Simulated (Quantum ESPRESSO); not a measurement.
## Zn3AlF7O (convergence and cost over cutoff and k mesh)

Simulated, not a measurement. The program is pw.x of Quantum ESPRESSO 7.5 (plane-wave density functional theory). The cell is made up: 12 atoms on a fluorite lattice, with randomly drawn elements, strain and displacements, not relaxed. PseudoDojo standard norm-conserving files (v0.5 for PBE, v0.4.1 for LDA and PBEsol) set the functional; there is no spin polarisation, spin-orbit coupling or dispersion term, and the masses in the input are unused placeholders.

Input of the run in row 2:

```
&control calculation='scf', pseudo_dir='./dojo.nc.sr.pbe.v0_5.standard.upf', outdir='./o', disk_io='medium', tprnfor=.true., tstress=.true. /
&system ibrav=0, nat=12, ntyp=4, nbnd=65, ecutwfc=84.00895049, nosym=.true., tot_charge=0,
 occupations='smearing', smearing='fd', degauss=0.0018374661
/
&electrons conv_thr=7.350e-09, electron_maxstep=60, /
ATOMIC_SPECIES
Al 1.0 Al.upf
F 1.0 F.upf
O 1.0 O.upf
Zn 1.0 Zn.upf
CELL_PARAMETERS angstrom
5.0787 0.0478 0.0403
0.0478 5.1187 -0.0116
0.0403 -0.0116 5.1426
ATOMIC_POSITIONS angstrom
Zn 0.0255 0.0503 -0.0506
Al 0.0084 2.5768 2.5867
Zn 2.63 -0.0048 2.6269
Zn 2.5817 2.6215 0.0005
F 1.3008 1.2966 1.2702
F 1.3346 1.2681 3.8211
F 1.2774 3.8618 1.2911
F 1.3408 3.8401 3.8097
F 3.7872 1.2659 1.3303
F 3.9197 1.3371 3.9294
F 3.8118 3.8259 1.2902
O 3.8983 3.8722 3.9337
K_POINTS automatic
4 4 4 1 1 1
```

The same cell was run at these settings. Meshes are shifted by half a step, and differences are from the last row, which is itself not exact.

```
cutoff (eV)     k mesh  k points solved  threshold (eV)  free energy less the last row's (eV)  pressure (GPa)  largest stress difference (GPa)  largest force difference (eV/Å)  iterations  wall time (s)  k-point pools              processor
        800  2 x 2 x 2                4           1e-04                                 5.501          -66.77                            59.45                            0.044           9             51              1  AMD EPYC, Zen 5 class
       1143  4 x 4 x 4               32           1e-07                                 0.002           -7.49                             0.01                            0.002          12            535              1  AMD EPYC, Zen 5 class
       1437  6 x 6 x 6              108           1e-07                                 0.000           -7.48                             0.00                            0.000          12            720              4      Intel Xeon, older
```

Each pool is one process. Wall times include start-up and a band step at six k points, which weighs most on the coarsest meshes. The runs were on shared virtual cores whose load varied, so times are rough.